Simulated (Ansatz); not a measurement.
**GaMo3: reading a single point**

```xyz
8
Lattice="4.9852 0.0000 0.0000 0.0000 4.9852 0.0000 0.0000 0.0000 4.9852" Properties=species:S:1:pos:R:3 pbc="T T T"
Ga    0.0000    0.0000    0.0000
Ga    2.4926    2.4926    2.4926
Mo    1.2463    0.0000    2.4926
Mo    2.4926    3.7389    0.0000
Mo    3.7389    0.0000    2.4926
Mo    2.4926    1.2463    0.0000
Mo    0.0000    2.4926    3.7389
Mo    0.0000    2.4926    1.2463
```

Single point in Ansatz 0.2.0 with r2SCAN, no spin polarisation. Cutoff 500 eV, PAW datasets, 5×5×5 Γ-centred k mesh, methfessel-paxton filling (width 0.1925 eV).

(1) How is the charge shared?

(2) Are the atoms at rest?

(3) Metal or insulator?

(4) Describe some of the short contacts.

(5) Is the cell too large or too small?

(6) Is it stable against the elements?

Origin: a database entry at a rescaled volume. Caveats: wide smearing.

Answers

(1) Bader charges in e: Ga -0.29, Mo +0.10. In the mean Mo gives up most and Ga takes most, against the order of Pauling's electronegativities.

(2) The forces vanish by the symmetry of the sites.

(3) It is a metal, with about 3.5 states/eV a cell as the mean within 0.25 eV of the Fermi level, mostly Mo d (90 %).

(4) Mo–Mo at 2.49 Å: least valence density 0.57 e/Å³ and ELF 0.31 there. Ga–Mo at 2.79 Å: least valence density 0.27 e/Å³ and ELF 0.25 there. These are pseudo-fields; inside the PAW spheres they differ from the all-electron ones.

(5) The pressure is -6.7 GPa (compression positive), so with the atoms held at these fractions the cell would first shrink.

(6) -0.18 eV an atom against the elements' usual phases (free molecules for gases, crystals otherwise, with no correction for O₂ or N₂), so it is bound against them; other compounds may still compete. Relaxing would lower it.
